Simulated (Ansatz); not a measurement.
Hf$_{3}$AlN:
```
Hf3AlN
1.0
    1.65333    -5.67592     0.00000
    1.65333     5.67592     0.00000
    0.00000     0.00000     8.85525
Hf Al N
6 2 2
Direct
  0.62847   0.37153   0.45785
  0.37153   0.62847   0.54215
  0.37153   0.62847   0.95785
  0.62847   0.37153   0.04215
  0.95655   0.04345   0.25000
  0.04345   0.95655   0.75000
  0.25332   0.74668   0.25000
  0.74668   0.25332   0.75000
  0.00000   0.00000   0.50000
  0.00000   0.00000   0.00000
```

Relaxed with r²SCAN. Special points in fractions of this cell's reciprocal vectors: Γ (0.000, 0.000, 0.000); Y (-0.500, 0.500, 0.000); C0 (-0.271, 0.729, 0.000); Σ0 (0.271, 0.271, 0.000); Z (0.000, 0.000, 0.500); A0 (0.271, 0.271, 0.500); E0 (-0.271, 0.729, 0.500); T (-0.500, 0.500, 0.500); S (0.000, 0.500, 0.000); R (0.000, 0.500, 0.500).

### Question
List the band energies nearest the Fermi level at these points for r²SCAN (plane waves, PAW; program Ansatz).

### Answer
In eV from the Fermi level; about four levels below and three above (degenerate sets whole), none deeper than 8.9 eV; points with the same levels are listed once.

```
k                     below                above
--  -----------------------  -------------------
Γ   -1.86 -1.35 -0.15 -0.01       0.47 0.68 0.86
Y   -2.30 -1.91 -1.35 -1.23       0.91 1.10 1.15
C0  -1.10 -1.10 -0.27 -0.19       0.43 0.91 2.93
Z   -1.78 -1.78 -0.14 -0.14  0.72 0.72 1.22 1.22
A0  -1.02 -1.02 -0.65 -0.65  1.63 1.63 2.37 2.37
T   -1.89 -1.89 -0.16 -0.16  0.83 0.83 1.48 1.48
S   -1.07 -0.94 -0.52 -0.09       0.48 1.28 2.11
R   -0.91 -0.91 -0.58 -0.58  1.49 1.49 2.34 2.34
```

Space group Cmcm. The workflow started from a Materials Project entry (that database holds measured and hypothetical structures alike); the Crystallography Open Database copy checked does not list it. Its standing as an ambient phase is unchecked. The cell was relaxed with r²SCAN under the symmetry of its start; its stability against distortions is not shown here. The run is not spin-polarised. Scalar-relativistic: spin–orbit coupling is off unless named, which matters more the heavier the elements.

Potentials: the later of the program's two PAW sets.
